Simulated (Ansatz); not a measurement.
## CoSi₈Ni₃: zone-centre modes

All numbers below come from DFT PBE, scalar-relativistic, plane waves, PAW (Ansatz). Settings: 420 eV plane-wave cutoff, Γ-centred 8×8×8 mesh, Fermi-Dirac smearing of 0.15 eV. No spin polarisation. Phonons by linear response, acoustic sum rule imposed.

The cell, relaxed at this level:
```xyz
12
Lattice="5.4109 0.0000 0.0000 0.0000 5.4109 0.0000 0.0000 0.0000 5.4109" Properties=species:S:1:pos:R:3 pbc="T T T"
Co    2.7055    2.7055    2.7055
Si    4.0474    1.3635    1.3635
Si    1.3635    1.3635    4.0474
Si    4.0474    4.0474    4.0474
Si    1.3635    4.0474    1.3635
Si    1.3635    4.0474    4.0474
Si    4.0474    4.0474    1.3635
Si    1.3635    1.3635    1.3635
Si    4.0474    1.3635    4.0474
Ni    2.7055    0.0000    0.0000
Ni    0.0000    0.0000    2.7055
Ni    0.0000    2.7055    0.0000
```

The structure comes from a generated guess, relaxed at this level; another structure or a mixture of phases may lie lower. In a metal, frequencies depend on the k mesh and the smearing, soft modes most.

Problem. Is this structure stable against zone-centre distortions?

Solution. Yes, at Γ: no optical mode is imaginary. Strains and other wave vectors aren't tested by this run.

Problem. List the optical modes at Γ (i marks imaginary ones).

Solution.
```tsv
frequency (meV)	degeneracy
19.2	3
19.7	3
31.0	3
31.7	2
32.0	3
32.0	3
33.0	1
38.8	3
40.7	3
46.2	3
47.2	3
50.7	2
51.1	1
```
